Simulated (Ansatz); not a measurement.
A crystal relaxed with r2SCAN in Ansatz has space group P3m1 (No. 156) and a = 3.954 Å, c = 9.658 Å.

```csv
atom,site,x,y,z
Si,1a,0.0000,0.0000,0.9983
Si,1c,0.6667,0.3333,0.6681
Xx,1b,0.3333,0.6667,0.3332
Xx,1c,0.6667,0.3333,0.9169
Xx,1b,0.3333,0.6667,0.5873
Xx,1a,0.0000,0.0000,0.2462
```

The r2SCAN gap is indirect, 0.74 eV (Γ to k = (0, 0.411, 0.182)), below the direct gap of 1.04 eV at Γ. HSE06 gives an indirect gap of 1.04 eV, from Γ to k = (0, 0.411, 0.182); the least direct gap is 1.42 eV at Γ. Meshes: r2SCAN 12×12×4, HSE06 6×6×2.

Task: Which element is Xx?
A. Ge
B. C
C. Sn
D. Pb

Result: A. Xx is Ge: an ordered 6-atom cell of SiGe2 on the diamond lattice (P3m1). Si is surrounded by 4 Ge at 2.39–2.41 Å; Si is surrounded by 4 Ge at 2.40–2.41 Å; Ge is surrounded by 4 Ge at 2.43–2.45 Å; Ge is surrounded by 4 Si at 2.40–2.41 Å; Ge is surrounded by 3 Si at 2.41 Å and 1 Ge at 2.45 Å; Ge is surrounded by 1 Si at 2.39 Å and 3 Ge at 2.43 Å.

No spin polarisation and no zero-point or thermal motion; the cell was built from a prototype and may be hypothetical.

Spin-orbit coupling is left out.

Where an edge lies off the special points, it is a point of the mesh or the k point where a search put PBE's edge or least direct gap, reused for the other functionals, whose own edges may lie a little apart.

Coordinates of k points refer to the reciprocal vectors of the primitive cell of the runs.

The meshes of the hybrids are coarse, so their gaps aren't converged to the digits shown.
